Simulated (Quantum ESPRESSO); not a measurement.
Parts of the isotropic shielding in TlCl, by GIPAW with PBE in a modified build of Quantum ESPRESSO, on JTH PAW datasets, 25 Ha, k-mesh 7×7×7 shifted:

```yaml
crystal:
  lattice:
    - [3.90100, 0.00000, 0.00000]
    - [0.00000, 3.90100, 0.00000]
    - [0.00000, 0.00000, 3.90100]
  atoms:
    - { symbol: Tl, position: [0.00000, 0.00000, 0.00000] }
    - { symbol: Cl, position: [0.50000, 0.50000, 0.50000] }
```
The cell was made here from an entry of the Crystallography Open Database (unchecked): atoms relaxed with PBE in the measured cell (PBE without dispersion, pw.x of Quantum ESPRESSO, symmetry kept).  Stability against distortions was not tested.

The core term is that of the free atom's frozen core; the paramagnetic column sums the reconstruction terms. Shieldings are absolute and leave out the bulk-susceptibility term; a larger σ means a smaller chemical shift. In our sweeps, cutoffs and meshes of this size left a few ppm, and up to some 20 ppm on atoms from Zn on. No spin–orbit coupling; Tl is the heaviest element present. The datasets of Cl hold no d projectors, which limits absolute σ on these atoms.

```json
[
 {"site": "Cl (atom 2)", "core": "1050.8", "bare (smooth current)": "56.3", "diamagnetic correction": "-12.4", "paramagnetic corrections": "?", "σ_iso (ppm)": "?"}
]
```

Problem. Fill in the missing entries.

Solution. 
- Cl (atom 2), paramagnetic corrections: -472.1
- Cl (atom 2), σ_iso (ppm): 622.7
